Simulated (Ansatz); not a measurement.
Relaxed-ion elastic tensor of Ir (fcc (Cu type), Fm-3m) in GPa (Voigt order), plane-wave PAW LDA (Ansatz code); density 23.07 g/cm³, 13.84 Å³ per atom.

```json
[
 {"": "1", "1": "672", "2": "272", "3": "272", "4": "0.0", "5": "0.0", "6": "0.0"},
 {"": "2", "1": "272", "2": "672", "3": "272", "4": "0.0", "5": "0.0", "6": "0.0"},
 {"": "3", "1": "272", "2": "272", "3": "672", "4": "0.0", "5": "0.0", "6": "0.0"},
 {"": "4", "1": "0.0", "2": "0.0", "3": "0.0", "4": "293", "5": "0.0", "6": "0.0"},
 {"": "5", "1": "0.0", "2": "0.0", "3": "0.0", "4": "0.0", "5": "293", "6": "0.0"},
 {"": "6", "1": "0.0", "2": "0.0", "3": "0.0", "4": "0.0", "5": "0.0", "6": "293"}
]
```

**Question.** Is the crystal mechanically stable?

**Answer.** Yes: the smallest eigenvalue of C is 293 GPa.

**Question.** Work out the Voigt, Reuss and Hill averages.

**Answer.** K_V = 406, K_R = 406, K_H = 406; G_V = 256, G_R = 247, G_H = 251 GPa.

**Question.** Give Young's modulus, Poisson's ratio, Pugh's ratio and the universal anisotropy index.

**Answer.** E = 9KG/(3K + G) = 625 GPa; ν = 0.24; K/G = 1.61 (brittle by the Pugh limit of 1.75); A_U = 5G_V/G_R + K_V/K_R − 6 = 0.18.

**Question.** Estimate the sound speeds and the Debye temperature.

**Answer.** v_l = √((K + 4G/3)/ρ) = 5670 m/s, v_t = √(G/ρ) = 3300 m/s, mean 3660 m/s; Θ = (h/k)(3n/4πV)^(1/3) v_m = 454 K.

**Question.** Give the Zener ratio and Young's modulus along [100], [110] and [111].

**Answer.** A = 2C44/(C11 − C12) = 1.46; 1/E = S11 − 2(S11 − S12 − S44/2)Γ with Γ = 0, 1/4, 1/3 gives 515, 647, 708 GPa.

**Question.** Solve the Christoffel equation for the three sound speeds along [100], [110], [111].

**Answer.** Eigenvalues of C_ijkl n_j n_l equal ρv². In km/s, slowest first: [100] 3.56, 3.56, 5.40; [110] 2.94, 3.56, 5.76; [111] 3.16, 3.16, 5.87.

Symmetry was held in the LDA relaxation. The run is not spin-polarised. As this level gives no gap, shear constants depend on the k-mesh and smearing (Fermi–Dirac, 0.1 eV here). Scalar-relativistic: spin–orbit coupling is off unless named, which matters more the heavier the elements.

Potentials: the earlier of the program's two PAW sets.
